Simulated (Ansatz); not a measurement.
## Ca$_{3}$Y$_{2}$Cd$_{2}$P$_{4}$ single point

input.yaml (Ansatz 0.2.0)

```yaml
crystal:
  lattice:
    - [4.380667, 0.0, 0.0]
    - [-2.190333, 3.793773, 0.0]
    - [0.0, 0.0, 15.859013]
  atoms:
    - { symbol: "Y", position: [0.3333, 0.6667, 0.1353] }
    - { symbol: "Y", position: [0.6667, 0.3333, 0.8647] }
    - { symbol: Ca, position: [0.0, 0.0, 0.0] }
    - { symbol: Cd, position: [0.3333, 0.6667, 0.5615] }
    - { symbol: Cd, position: [0.6667, 0.3333, 0.4385] }
    - { symbol: P, position: [0.3333, 0.6667, 0.8668] }
    - { symbol: P, position: [0.6667, 0.3333, 0.1332] }
    - { symbol: Ca, position: [0.0, 0.0, 0.2697] }
    - { symbol: Ca, position: [0.0, 0.0, 0.7303] }
    - { symbol: P, position: [0.3333, 0.6667, 0.3883] }
    - { symbol: P, position: [0.6667, 0.3333, 0.6117] }
  symmetry: { tolerance: 0.0003 }
kpoints:
  mp_grid: { grid: [9, 9, 3], shift: [0, 0, 0] }
  band_path:
    path:
      - [0.0, 0.0, 0.0]
      - [0.5, 3.3e-07, 0.0]
      - [0.33333333, 0.33333366, 0.0]
      - [0.0, 0.0, 0.0]
      - [0.0, 0.0, 0.5]
      - [0.5, 3.3e-07, 0.5]
      - [0.33333333, 0.33333366, 0.5]
      - [0.0, 0.0, 0.5]
      - [0.5, 3.3e-07, 0.5]
      - [0.5, 3.3e-07, 0.0]
      - [0.33333333, 0.33333366, 0.5]
    npoints: 6
magnetization:
  spin_polarized: false
scf:
  occupations: { method: fermi_dirac }
  lower_state_search: "off"
  max_iter: 200
hamiltonian:
  pseudopotentials: { kind: paw }
  xc: r2scan
basis:
  ecutwfc: 500
  fft_grid_basis: typed
output:
  forces: true
  stress: true
  eigenvalues: true
  populations: true
  elf: true
  write_potential: true
  volumetric_format: npy
  dos:
    e_range: [-12, 8]
    de: 0.05
    projected: { site_lists: { Ca: [Ca], Cd: [Cd], P: [P], "Y": ["Y"] } }
checkpoint:
  read: saved_state
```

The run starts from an earlier solution of this cell. 

Parts of the output:

```
Warning: the atoms were moved onto the symmetric positions of the space group found under crystal.symmetry.tolerance 3.0e-4 (fractional; no operation is sought that the atoms, as they stand in a round, miss by more than twice it, and no atom is moved by as much as it), and the run uses the moved positions.
Pseudopotentials: kind: paw
Pseudopotential: Y, paw, valence charge 11, recommended cutoff 500 eV (meta_gga), Y.paw.azcp
Pseudopotential: Ca, paw, valence charge 10, recommended cutoff 500 eV (meta_gga), Ca.paw.azcp
Pseudopotential: Cd, paw, valence charge 20, recommended cutoff 500 eV (meta_gga), Cd.paw.azcp
Pseudopotential: P, paw, valence charge 5, recommended cutoff 500 eV (meta_gga), P.paw.azcp
Functional definition: r2SCAN
  exchange = r2scan_x(k0 = k0, k1 = k1, a1 = a1)
  correlation = r2scan_c
Crystal: 11 atoms, lattice volume = 263.565 Å³
Basis set: ecut = 500 eV, 6603 PW (Γ), exchange–correlation on 128×128×480 points (64 copies of the dense FFT grid, shifted against one another)
Bands: 68, of which v1, the nominal top of the filled ones, is band 56 counted from 1 (55 counted from 0)
Symmetry: 12 space group operations
Space group: P-3m1 (ITA 164), of the structure as read, at distance tolerance 1.9e-3 Å
k-points: 31 of 243
Initial density: read from a saved state, or passed on in memory by an earlier SCF of this step, an earlier step, the calling program or the single point that the run made first
Functional: x = r2scan, c = r2scan; τ floored in thin density (d = 2e-4 eV/Å³)
SCF iter   1: F=-32762.8596 eV  Δρ=6.96e-4  dr2=6.15e-3  dr2_τ=1.05e-3
SCF iter   2: F=-32762.8612 eV  Δρ=3.91e-4  dr2=4.43e-3  dr2_τ=1.50e-4
SCF iter   3: F=-32762.8645 eV  Δρ=1.37e-4  dr2=7.65e-4  dr2_τ=1.61e-5
SCF iter   4: F=-32762.8650 eV  Δρ=1.02e-4  dr2=1.10e-4  dr2_τ=8.17e-6
SCF iter   5: F=-32762.8651 eV  Δρ=2.99e-5  dr2=7.01e-6  dr2_τ=3.11e-7
SCF iter   6: F=-32762.8653 eV  Δρ=1.21e-5  dr2=9.43e-7  dr2_τ=3.81e-8
SCF iter   7: F=-32762.8653 eV  Δρ=5.16e-6  dr2=1.40e-7  dr2_τ=3.53e-9
SCF iter   8: F=-32762.8653 eV  Δρ=2.52e-6  dr2=2.95e-8  dr2_τ=8.43e-10
Free energy (F): -32762.8653 eV
Harris-Foulkes:  -32762.8653 eV  (|F-HF|=1.39e-8)
Internal energy: -32762.6320 eV  (E = F + TS)
E sigma→0 (E₀):  -32762.7486 eV
Entropy (-TS):   -0.2333 eV (-21.210 meV/atom)
Fermi energy:    10.1354 eV
--- Forces (eV/Å), atoms counted from 1 ---
  atom   1  Y      0.0000     0.0000    -0.3283
  atom   2  Y      0.0000     0.0000     0.3283
  atom   3  Ca     0.0000     0.0000     0.0000
  atom   4  Cd     0.0000     0.0000     0.2176
  atom   5  Cd     0.0000     0.0000    -0.2176
  atom   6  P      0.0000     0.0000    -0.2327
  atom   7  P      0.0000     0.0000     0.2327
  atom   8  Ca     0.0000     0.0000     1.2596
  atom   9  Ca     0.0000     0.0000    -1.2596
  atom  10  P      0.0000     0.0000    -0.7972
  atom  11  P      0.0000     0.0000     0.7972
--- Stress (GPa, compression-positive) ---
        7.0324       0.0000       0.0000
        0.0000       7.0324       0.0000
        0.0000       0.0000       0.8880
  P = ⅓ Tr σ = 4.9843 GPa (49.843 kbar)
```

Origin: a known structure type with other elements, at an estimated volume, so it need not be a known compound. Caveats: many states at the Fermi level without spin polarisation, so a magnetic state may lie lower.
